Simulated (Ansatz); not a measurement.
Ta2SiN:
```cif
data_N2Si2Ta4
_chemical_formula_sum 'Si2 Ta4 N2'
_space_group_name_H-M_alt 'P63/mmc'
_space_group_IT_number 194
_space_group_name_Hall '-P 6c 2c'
_cell_length_a 3.22379
_cell_length_b 3.22379
_cell_length_c 12.00974
_cell_angle_alpha 90.000
_cell_angle_beta 90.000
_cell_angle_gamma 120.000
loop_
_atom_site_label
_atom_site_type_symbol
_atom_site_symmetry_multiplicity
_atom_site_Wyckoff_symbol
_atom_site_fract_x
_atom_site_fract_y
_atom_site_fract_z
_atom_site_occupancy
Si1 Si 2 d 0.66667 0.33333 0.25000 1
Ta1 Ta 4 f 0.33333 0.66667 0.09577 1
N1 N 2 a 0.00000 0.00000 0.00000 1
```

Relaxed at zero pressure with r²SCAN (plane waves, PAW; program Ansatz).

### Question
The volume is lowered by 6 % and shape and atoms relax at that volume. What pressure results, and how do the axes share the change?

### Answer
16.4 GPa; a -2.7 %, b -2.7 %, c -0.6 %; the energy rises by 40 meV/atom.

### Question
Give the new structure.

### Answer

Space group P6₃/mmc (No. 194); a = b = 3.1356 Å, c = 11.9328 Å, α = β = 90.00°, γ = 120.00°

```
atom  site  symmetry       x       y       z
----  ----  --------  ------  ------  ------
Si      2d      -6m2  0.6667  0.3333  0.2500
Ta      4f       3m.  0.3333  0.6667  0.0978
N       2a      -3m.  0.0000  0.0000  0.0000
```

The phase is kept; no other phase was compared at this pressure.

Space group P6_3/mmc. The start of the workflow was typed in or built on a structure type; neither database checked (COD, Materials Project) lists it. Its standing as an ambient phase is unchecked. The r²SCAN relaxation kept the symmetry of its start; its stability against distortions is not shown here. The run is not spin-polarised. Scalar-relativistic: spin–orbit coupling is off unless named, which matters more the heavier the elements.

Potentials: the earlier of the program's two PAW sets.
